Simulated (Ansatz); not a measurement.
According to PBE in the plane-wave PAW code Ansatz, MoRu in the L1₀ or tetragonal B2 structure (P4/mmm) relaxes to a = 2.776 Å, c = 3.843 Å. Ru has 12 nearest neighbours from 2.75 Å (cuboctahedral); Mo has 12 nearest neighbours from 2.75 Å (cuboctahedral). Against the elements it lies at 0.059 eV/atom, with no fitted shifts.

Electronic character: metallic (no gap). Gap from PBE with spin–orbit coupling: none (metallic).

An equation-of-state fit gives a bulk modulus of 278 GPa.

The start of the workflow was typed in or built on a structure type; neither database checked (COD, Materials Project) lists it. Its standing as an ambient phase is unchecked. The PBE relaxation kept the symmetry of its start; whether a distortion lowers the energy is not shown. The run is not spin-polarised. Axis ratios of metals converge slowly with the k-mesh, so a and c are less sure than the volume. The references are the lowest solids computed at this level, not always the standard phases. Scalar-relativistic: spin–orbit coupling is off unless named, which matters more the heavier the elements.

Potentials: the later of the program's two PAW sets.
